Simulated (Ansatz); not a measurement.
YPd₃ (Cu3Au type, Pm-3m) at seven volumes, PBEsol in the plane-wave PAW code Ansatz, scaled uniformly. One row is withheld.

```tsv
V (Å³/atom)	P (GPa)
15.191	17.39
15.692	10.54
16.193	4.80
16.693	0.00
17.194	-4.02
17.695	?
18.196	-10.19
```

Question: Fit the shown pressures and predict the withheld one.

Answer: P = (3/2)B₀(x^(7/2) − x^(5/2))[1 + (3/4)(B′ − 4)(x − 1)] with x = (V₀/V)^(2/3). Least squares on the six rows gives V₀ = 16.694 Å³/atom, B₀ = 146 GPa, B′ = 4.92. At V = 17.695, x = 0.9619 and P = -7.37 GPa. The run itself gave -7.38 GPa.

The first step of the workflow began from a Materials Project structure, measured or hypothetical; the Crystallography Open Database files this formula in space group No. 221, but the cells were not matched. Its standing as an ambient phase is unchecked. The cell was relaxed with PBEsol under the symmetry of its start; of distortions, only those at the zone centre were tested. The run is not spin-polarised.

Potentials: the later of the program's two PAW sets.
